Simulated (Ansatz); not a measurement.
VIr3:
```xyz
4
Lattice="3.7942 0.0000 0.0000 0.0000 3.7942 0.0000 0.0000 0.0000 3.7942" Properties=species:S:1:pos:R:3 pbc="T T T"
V      0.0000     0.0000     0.0000
Ir     1.8971     1.8971     0.0000
Ir     0.0000     1.8971     1.8971
Ir     1.8971     0.0000     1.8971
```

Relaxed with PBEsol. Special points in fractions of this cell's reciprocal vectors: Γ (0.000, 0.000, 0.000); X (0.000, 0.500, 0.000); M (0.500, 0.500, 0.000); R (0.500, 0.500, 0.500).

Problem. List the band energies nearest the Fermi level at these points for plane-wave PAW PBEsol with spin–orbit coupling (Ansatz code).

Solution. In eV from the Fermi level; about four levels below and three above (degenerate sets whole), none deeper than 8.9 eV; points with the same levels are listed once.

```csv
k,below,above
Γ,-0.32 -0.32 -0.32 -0.32,1.23 1.23 1.57 1.57 1.57 1.57
X,-0.12 -0.12 -0.02 -0.02,0.27 0.27 0.28 0.28
M,-1.00 -1.00 -0.81 -0.81,0.11 0.11 0.28 0.28
R,-0.71 -0.71 -0.71 -0.71 -0.65 -0.65,0.23 0.23 1.08 1.08
```

Space group Pm-3m (Cu3Au type). The first step of the workflow began from a Materials Project structure, measured or hypothetical; the Crystallography Open Database files this formula in space group No. 221, but the cells were not matched. Its standing as an ambient phase is unchecked. The PBEsol relaxation kept the symmetry of its start; its stability against distortions is not shown here. No spin polarisation was allowed.

Potentials: the later of the program's two PAW sets.
